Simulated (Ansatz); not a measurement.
Level of theory: DFT PBE, scalar-relativistic, plane waves, PAW in Ansatz. Settings: cutoff 420 eV, Γ-centred meshes spaced at most about 0.3 Å⁻¹, and about 0.25 Å⁻¹ or finer for metals (2π included), Gaussian smearing. No spin polarisation in the final relaxations.

All energies are static (0 K, no zero-point motion).

Compare these two cells of Be5Sn, each relaxed at this level.

A.

```cif
data_structure
_symmetry_space_group_name_H-M 'Pmma'
_symmetry_Int_Tables_number 51
_cell_length_a 7.7907
_cell_length_b 3.6499
_cell_length_c 4.8008
_cell_angle_alpha 90.000
_cell_angle_beta 90.000
_cell_angle_gamma 90.000
_cell_volume 136.51
loop_
_atom_site_label
_atom_site_type_symbol
_atom_site_symmetry_multiplicity
_atom_site_Wyckoff_symbol
_atom_site_fract_x
_atom_site_fract_y
_atom_site_fract_z
_atom_site_occupancy
Be1 Be 4 i 0.90670 0.00000 0.18731 1
Be2 Be 2 f 0.75000 0.50000 0.25081 1
Be3 Be 2 b 0.00000 0.50000 0.00000 1
Be4 Be 2 d 0.50000 0.50000 0.50000 1
Sn1 Sn 2 e 0.75000 0.00000 0.68700 1
```

B.

```cif
data_structure
_symmetry_space_group_name_H-M 'P6/mmm'
_symmetry_Int_Tables_number 191
_cell_length_a 4.6286
_cell_length_b 4.6286
_cell_length_c 3.6298
_cell_angle_alpha 90.000
_cell_angle_beta 90.000
_cell_angle_gamma 120.000
_cell_volume 67.34
loop_
_atom_site_label
_atom_site_type_symbol
_atom_site_symmetry_multiplicity
_atom_site_Wyckoff_symbol
_atom_site_fract_x
_atom_site_fract_y
_atom_site_fract_z
_atom_site_occupancy
Be1 Be 2 c 0.33333 0.66667 0.00000 1
Be2 Be 3 g 0.50000 0.00000 0.50000 1
Sn1 Sn 1 a 0.00000 0.00000 0.00000 1
```

Question: Which form is favoured at zero pressure, and by what margin per atom?

Answer: They are level within the accuracy (5 meV/atom apart, with A the lower in these runs). A has space group Pmma (No. 51), 11.4 Å³/atom and no gap on its mesh; B has the CaCu5 type, space group P6/mmm (No. 191), 11.2 Å³/atom and no gap. Counting all near atoms (those within 1.25 times the shortest distance at each site; a plus sign parts nearer from farther groups; a slash parts the counts of unlike sites), A has Be 8/10/8+4, Sn 18 and B has Be 8/6+6, Sn 6+12. Even the lower one lies +0.35 eV/atom against the reference forms of the elements (uncorrected), so neither is stable at this level. In A, around Be on a site of symmetry m lie 8 Be at 2.16–2.47 Å and 3 Sn at 2.69–2.74 Å; Be on a site of symmetry mm2 is surrounded by 8 Be at 2.22–2.29 Å and 2 Sn at 2.78 Å; around Sn lie 12 Be at 2.69–2.82 Å and 4 Be at 3.06 Å; 2 more sites not described. In B, Be on a site of symmetry -6m2 has 6 Be at 2.25 Å, 3 Be at 2.67 Å and 3 Sn at 2.67 Å; around Be on a site of symmetry mmm lie 8 Be at 2.25–2.31 Å and 4 Sn at 2.94 Å; Sn is surrounded by 6 Be at 2.67 Å and 12 Be at 2.94 Å. Both come from invented guesses.

For metals, differences of a few meV/atom aren't resolved. Cells relaxed within their symmetry can be saddle points. The Pmma cell of Be5Sn came from shaking the P6/mmm one.
